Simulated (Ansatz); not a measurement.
Method: DFT PBE, scalar-relativistic, plane waves, PAW (Ansatz 0.2.0). Settings: cutoff 420 eV, Γ-centred meshes spaced at most about 0.3 Å⁻¹, and about 0.25 Å⁻¹ or finer for metals (2π included), Gaussian smearing. No spin polarisation in the final relaxations.

All energies are static (0 K, no zero-point motion).

Two relaxed structures of Cu3O2:

A.

```cif
data_structure
_symmetry_space_group_name_H-M 'R-3m:H'
_symmetry_Int_Tables_number 166
_cell_length_a 5.9251
_cell_length_b 5.9251
_cell_length_c 6.5931
_cell_angle_alpha 90.000
_cell_angle_beta 90.000
_cell_angle_gamma 120.000
_cell_volume 200.45
loop_
_atom_site_label
_atom_site_type_symbol
_atom_site_symmetry_multiplicity
_atom_site_Wyckoff_symbol
_atom_site_fract_x
_atom_site_fract_y
_atom_site_fract_z
_atom_site_occupancy
Cu1 Cu 9 e 0.66667 0.83333 0.33333 1
O1 O 6 c 0.00000 0.00000 0.23693 1
```

B.

```cif
data_structure
_symmetry_space_group_name_H-M 'P4/mmm'
_symmetry_Int_Tables_number 123
_cell_length_a 3.2096
_cell_length_b 3.2096
_cell_length_c 5.8797
_cell_angle_alpha 90.000
_cell_angle_beta 90.000
_cell_angle_gamma 90.000
_cell_volume 60.57
loop_
_atom_site_label
_atom_site_type_symbol
_atom_site_symmetry_multiplicity
_atom_site_Wyckoff_symbol
_atom_site_fract_x
_atom_site_fract_y
_atom_site_fract_z
_atom_site_occupancy
Cu1 Cu 1 d 0.50000 0.50000 0.50000 1
Cu2 Cu 1 c 0.50000 0.50000 0.00000 1
Cu3 Cu 1 b 0.00000 0.00000 0.50000 1
O1 O 2 g 0.00000 0.00000 0.20108 1
```

Problem. Which would you expect to be lower, and how large is the difference?

Solution. A is lower, by 0.71 eV/atom. A has space group R-3m (No. 166), 13.4 Å³/atom and no gap on its mesh; B has space group P4/mmm (No. 123), 12.1 Å³/atom and no gap. Counting O atoms around Cu (those within 1.25 times the shortest such distance or 1.15 times the sum of covalent radii; the shortest distance is added where it is long for a bond; a slash parts the counts of unlike sites), A has Cu 2 and B has Cu 2/8 from 2.6 Å/8 from 2.9 Å. The lower one is the more open, so pressure narrows the difference. In A, Cu is surrounded by 2 O at 1.82 Å; O is surrounded by 3 Cu at 1.82 Å. In B, Cu on its first site has 4 Cu at 2.27 Å, 8 O at 2.87 Å and 2 Cu at 2.94 Å; Cu on its second site is surrounded by 8 O at 2.56 Å, 2 Cu at 2.94 Å and 4 Cu at 3.21 Å; O has 1 Cu at 1.76 Å, 1 O at 2.36 Å and 4 Cu at 2.56 Å; 1 more site not described. Both come from invented guesses.

In R-3m, P4/mmm an odd number of electrons in the primitive cell allows no gap without spin; a larger cell or a magnetic state could open one. No Hubbard U is applied to the 3d shell of Cu. Cells relaxed within their symmetry can be saddle points.
